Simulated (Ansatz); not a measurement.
HfC:
```yaml
crystal:
  lattice:
    - [0.00000, 2.51330, 2.51330]
    - [2.51330, 0.00000, 2.51330]
    - [2.51330, 2.51330, 0.00000]
  atoms:
    - { symbol: Hf, position: [0.00000, 0.00000, 0.00000] }
    - { symbol: C, position: [0.25000, 0.25000, 0.25000] }
```

Relaxed with r²SCAN. Special points in fractions of this cell's reciprocal vectors: Γ (0.000, 0.000, 0.000); X (0.500, 0.000, 0.500); U (0.625, 0.250, 0.625); K (0.375, 0.375, 0.750); L (0.500, 0.500, 0.500); W (0.500, 0.250, 0.750).

Problem. List the band energies nearest the valence-band maximum at these points for the program Ansatz at the r²SCAN with spin–orbit coupling level (PAW).

Solution. In eV from the valence-band maximum; about four levels below and three above (degenerate sets whole), none deeper than 8.9 eV; points with the same levels are listed once.

```json
[
 {"k": "Γ", "below": "-2.50 -2.50 -2.50 -2.50 -2.41 -2.41", "above": "3.73 3.73 3.90 3.90 3.90 3.90"},
 {"k": "X", "below": "-0.44 -0.44 -0.02 -0.02", "above": "0.74 0.74 4.83 4.83"},
 {"k": "U", "below": "-1.46 -1.02 -0.71 -0.62", "above": "0.78 0.88 4.22"},
 {"k": "L", "below": "-1.87 -1.87 -1.77 -1.77", "above": "4.12 4.12 4.71 4.71"},
 {"k": "W", "below": "-2.06 -2.05 -0.34 0.00", "above": "0.42 0.60 3.62"}
]
```

Space group F-43m (zinc blende). The start of the workflow was typed in or built on a structure type; neither database checked (COD, Materials Project) lists it. It is not the phase usual at ambient conditions (space group No. 225). The r²SCAN relaxation kept the symmetry of its start; its stability against distortions is not shown here. The run is not spin-polarised.

Potentials: the later of the program's two PAW sets.
